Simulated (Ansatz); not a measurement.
NiBi$_{3}$ in space group Pnma (No. 62; Ni on 4c, Bi on 4c, Bi on 4c, Bi on 4c) under volume change, the program Ansatz at the PBEsol level (PAW), shape and atoms relaxed at each volume.

| V (Å³/atom) | E − E(relaxed) (meV/atom) | P (GPa) |
|---|---|---|
| 23.168 | 39.0 | 6.18 |
| 23.932 | 15.8 | 3.63 |
| 24.696 | (withheld) | (withheld) |
| 25.459 | 0.0 | 0.00 |
| 26.223 | 2.9 | -1.16 |
| 26.987 | (withheld) | (withheld) |
| 27.751 | 19.3 | -1.93 |

**Question.** What belongs in the gaps?

**Answer.** 
- 26.987, E − E(relaxed) (meV/atom): 10.3
- 26.987, P (GPa): -1.85
- 24.696, E − E(relaxed) (meV/atom): 3.6
- 24.696, P (GPa): 1.59

**Question.** What does a third-order Birch–Murnaghan fit give for V₀, B₀ and B′?

**Answer.** V₀ = 25.46 Å³/atom, B₀ = 41.0 GPa, B′ = 11.0.

The workflow started from a Materials Project entry (that database holds measured and hypothetical structures alike); the Crystallography Open Database copy checked does not list it. Its standing as an ambient phase is unchecked. The PBEsol relaxation kept the symmetry of its start; whether a distortion lowers the energy is not shown. No spin polarisation was allowed. Scalar-relativistic: spin–orbit coupling is off unless named, which matters more the heavier the elements.

Potentials: the later of the program's two PAW sets.
